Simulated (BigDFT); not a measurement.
**Cost and results of several set-ups: the molecule CH7F2NSi2**

```xyz
13

N     -1.0217     1.6741    -0.3698
Si    -0.3355     0.3280     0.4467
C     -1.0254    -1.2823    -0.1586
F     -0.8258    -1.3722    -1.5041
Si     1.9887     0.1100     0.2496
F      2.7401     1.3249     0.9813
H     -0.9423     1.5444    -1.3783
H     -2.0186     1.7351    -0.1739
H     -0.7133     0.5104     1.8707
H     -0.5499    -2.1482     0.3106
H     -2.1029    -1.3480     0.0169
H      2.4150    -1.1636     0.8916
H      2.3916     0.0874    -1.1827
```

Base run: BigDFT with LDA (Teter-Pade), Daubechies wavelet basis, HGH (Krack) norm-conserving potentials made for LDA, isolated boundary conditions. Its settings: basis = Daubechies wavelets; dft.hgrids = 0.31 bohr; dft.rmult = 5 8; dft.ixc = 1; potentials = built-in HGH-K LDA; boundary_conditions = free; dft.gnrm_cv = 1e-05; dft.itermax = 80; dft.idsx = 6; dft.nrepmax = 3.

The grid can part forces that symmetry would make equal. Forces above 1 eV/Å remain at this geometry. The geometry comes from a cheaper method or was typed, in some cases with atoms then moved at random; it is not relaxed at this level, and the species need not be a known compound.

Runs, by their change from the base:
- A: dft.hgrids: 0.31 bohr → 0.497 bohr; dft.rmult: 5 8 → 3.5 5
- B: dft.hgrids: 0.31 bohr → 0.419 bohr; dft.rmult: 5 8 → 4 6
- C: dft.hgrids: 0.31 bohr → 0.357 bohr; dft.rmult: 5 8 → 5 7
- D: base settings
- E: dft.rmult: 5 8 → 6 8

Differences from run E, taken as the yardstick (the dearest here, which need not be the most accurate); core times are rough figures from one shared machine:

| run | core time (% of E) | Δ energy (meV/atom) | largest change of a force vector (eV/Å) |
|---|---|---|---|
| A | 7 | 1389.9 | 34.058 |
| B | 20 | 216.4 | 6.378 |
| C | 40 | 27.4 | 0.725 |
| D | 50 | 0.8 | 0.013 |
| E | 100 | 0.0 | 0.000 |
